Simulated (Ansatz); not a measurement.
**An added Br started as a split pair with a Br atom in cubic perovskite CsSnBr3, 41 atoms, charge +1**

All numbers below come from DFT, PBEsol, PAW, plane waves in Ansatz 0.2.0.

Command:

```sh
ansatz run in.yaml --threads 7 --pin off --max-ram 13300MiB --runs-dir r --events-out ev --progress --plain
```

The input less its lattice and atoms:

```yaml
crystal:
  symmetry: { detect: false }
kpoints:
  mp_grid: { grid: [1, 1, 1], shift: [0.25, 0.25, 0.25] }
hamiltonian:
  xc: pbesol
total_charge: 1
scf:
  occupations: { method: fermi_dirac, width: 0.01 }
relax:
  f_tol: 0.03
  max_steps: 80
  escape_saddle: false
  adjacent_minimum: "off"
output:
  forces: true
  eigenvalues: true
  populations: true
  charged_corrections: { epsilon: 30 }
```

Start:

```
Cs Sn Br
1.0
    11.50000    0.00000    0.00000
     0.00000   11.50000    0.00000
     0.00000    0.00000   11.50000
Cs Sn Br
8 8 25
Direct
  0.99901 0.00370 0.99817
  0.00085 0.99949 0.50150
  0.00192 0.50072 0.99875
  0.99904 0.50290 0.49695
  0.50089 0.00043 0.00057
  0.50210 0.00159 0.49981
  0.50175 0.50140 0.00068
  0.49998 0.49996 0.50013
  0.24963 0.25248 0.24886
  0.25021 0.25228 0.74950
  0.25008 0.74785 0.25274
  0.24847 0.74915 0.75115
  0.75021 0.25016 0.24984
  0.74707 0.25131 0.74944
  0.75179 0.74629 0.25270
  0.74850 0.74946 0.75229
  0.25142 0.25194 0.00110
  0.16701 0.16837 0.50193
  0.24834 0.74829 0.99954
  0.25033 0.75065 0.50270
  0.75044 0.24976 0.00150
  0.75078 0.24746 0.49964
  0.75007 0.75266 0.99747
  0.75300 0.74964 0.50313
  0.00255 0.25098 0.25158
  0.00158 0.25263 0.75134
  0.99787 0.74926 0.25163
  0.00128 0.74930 0.74866
  0.49653 0.25292 0.25141
  0.50135 0.24968 0.75170
  0.49741 0.74864 0.25216
  0.49768 0.74929 0.74993
  0.24819 0.00158 0.25007
  0.25155 0.00163 0.74918
  0.24949 0.50029 0.24768
  0.24990 0.50026 0.75092
  0.74880 0.99937 0.25077
  0.75014 0.99878 0.75049
  0.75080 0.50211 0.25181
  0.74772 0.49915 0.75012
  0.32900 0.33314 0.49944
```

Steps:

```
 step  energy less the first (eV)  largest force component (eV/Å)
start                       0.000                           2.022
    1                      -0.846                           0.941
    2                      -1.328                           0.501
    3                      -1.697                           0.412
    4                      -1.949                           0.225
    5                      -1.999                           0.231
    6                      -2.112                           0.261
    7                      -2.156                           0.184
    8                      -2.195                           0.096
    9                      -2.248                           0.140
   10                      -2.295                           0.390
   11                      -2.406                           0.281
   12                      -2.490                           0.076
   13                      -2.531                           0.053
   14                      -2.535                           0.070
   15                      -2.547                           0.035
   16                      -2.550                           0.017
```

A structure on the way, about -1.33 eV from the start:

```
Cs Sn Br
1.0
    11.50000    0.00000    0.00000
     0.00000   11.50000    0.00000
     0.00000    0.00000   11.50000
Cs Sn Br
8 8 25
Cartesian
  11.4903 0.0414 11.4822
  11.2391 11.2210 5.7504
  0.0223 5.7586 11.4856
  11.4986 5.7710 5.7191
  5.7601 0.0039 0.0071
  5.7619 0.0256 5.7477
  5.7647 5.7638 0.0075
  6.0218 6.0176 5.7681
  2.8684 2.8788 2.8828
  2.8682 2.8913 8.6006
  2.8800 8.6208 2.8875
  2.8635 8.6293 8.6478
  8.6247 2.8642 2.8692
  8.6113 2.8823 8.6296
  8.6391 8.6088 2.8958
  8.6087 8.6229 8.6513
  2.8887 2.8934 0.0058
  1.8928 1.9021 5.7421
  2.8569 8.6121 0.0058
  2.8754 8.6284 5.7642
  8.6289 2.8729 0.0103
  8.6296 2.8523 5.7559
  8.6239 8.6474 11.4960
  8.6503 8.6199 5.7613
  11.4732 2.9117 2.8438
  11.4933 2.9270 8.6922
  11.4854 8.6110 2.8920
  11.4977 8.6119 8.6205
  5.7583 2.8792 2.8424
  5.7895 2.8494 8.6778
  5.7324 8.6167 2.8924
  5.7367 8.6250 8.6271
  2.8811 11.4792 2.8314
  2.9134 11.4899 8.6707
  2.8425 5.7774 2.8087
  2.8514 5.7888 8.6789
  8.6043 0.0081 2.8826
  8.6211 11.4867 8.6350
  8.6372 5.7642 2.8889
  8.6079 5.7372 8.6288
  3.8199 3.8765 5.7809
```

End:

```
Cs Sn Br
1.0
    11.50000    0.00000    0.00000
     0.00000   11.50000    0.00000
     0.00000    0.00000   11.50000
Cs Sn Br
8 8 25
Cartesian
  0.2881 0.1213 11.4996
  11.0546 11.4541 5.7013
  0.0569 5.5249 11.4897
  11.2412 5.9422 5.6804
  5.7204 0.1585 0.0137
  5.9339 11.3077 5.7970
  5.5174 5.6303 0.1395
  6.2360 5.8140 5.7534
  2.8651 2.8261 2.9864
  2.8836 3.0175 7.9165
  2.8504 8.6073 2.9401
  2.8972 8.6161 8.6991
  8.6034 2.8722 2.8231
  8.6389 2.8839 8.5589
  8.6003 8.6319 2.8483
  8.6567 8.6294 8.6891
  2.8711 2.8506 0.2089
  2.7564 1.2689 5.8078
  2.8779 8.6151 0.1001
  2.8588 8.6436 5.9033
  8.5879 2.8624 11.4445
  8.6655 2.9071 5.7046
  8.5539 8.6537 0.0093
  8.6415 8.6311 5.7760
  11.4675 2.7012 2.8800
  0.0128 2.8540 8.4401
  11.4836 8.8145 2.9361
  0.0379 8.6830 8.7158
  5.7469 3.0020 2.9636
  5.7565 2.8936 8.3987
  5.7217 8.4621 2.9452
  5.7345 8.5462 8.6626
  3.0318 11.4638 2.4970
  3.0642 11.3133 9.0567
  2.6027 5.8510 2.5903
  2.8615 5.8410 9.1622
  8.4202 0.0010 2.8877
  8.5339 11.4898 8.5861
  8.7690 5.7640 2.8350
  8.7344 5.7590 8.6284
  2.9781 4.6602 5.7920
```

The run converged.

Time: 3.5 min of wall time on 7 threads of a Neoverse-V2 processor, on a host shared with other runs; peak host memory 2.3 GiB.

How much energy did the relaxation gain, and which atom moved most?

2.55 eV in 16 steps, from a start with small random displacements (neighbours that lie too close to an added atom are first pushed off) (the gain also holds any tilting of the ideal host); atom 41 (Br) moved 1.16 Å, the median atom 0.16 Å (drift of the whole cell removed).

The run had no spin, and a state with a moment may lie lower. The one k point has no symmetry partners, which can distort the end along one axis.
